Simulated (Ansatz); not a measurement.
Cu:
```xyz
1
Lattice="0.0000 1.7891 1.7891 1.7891 0.0000 1.7891 1.7891 1.7891 0.0000" Properties=species:S:1:pos:R:3 pbc="T T T"
Cu     0.0000     0.0000     0.0000
```

Relaxed with r²SCAN (plane waves, PAW; program Ansatz). Indices refer to the conventional cell of Fm-3m, a = 3.5781 Å, b = 3.5781 Å, c = 3.5781 Å, α = 90.00°, β = 90.00°, γ = 90.00°.

Problem. Simulate the powder diffraction pattern (neutron, λ = 1.5401 Å; lines above 1 %) up to 2θ = 90°.

Solution. Simulated powder pattern, neutron, λ = 1.5401 Å (kinematic, ideal powder, no thermal factors, coherent scattering alone; the 30 strongest lines at most, above 1 %, up to 2θ = 90°):

```
2θ (°)  d (Å)  I/Imax (%)    hkl
------  -----  ----------  -----
43.77   2.066         100  (111)
50.99   1.789          58  (200)
74.99   1.265          66  (220)
```

The r²SCAN relaxation kept the symmetry of its start. The run is not spin-polarised.

Potentials: the earlier of the program's two PAW sets.
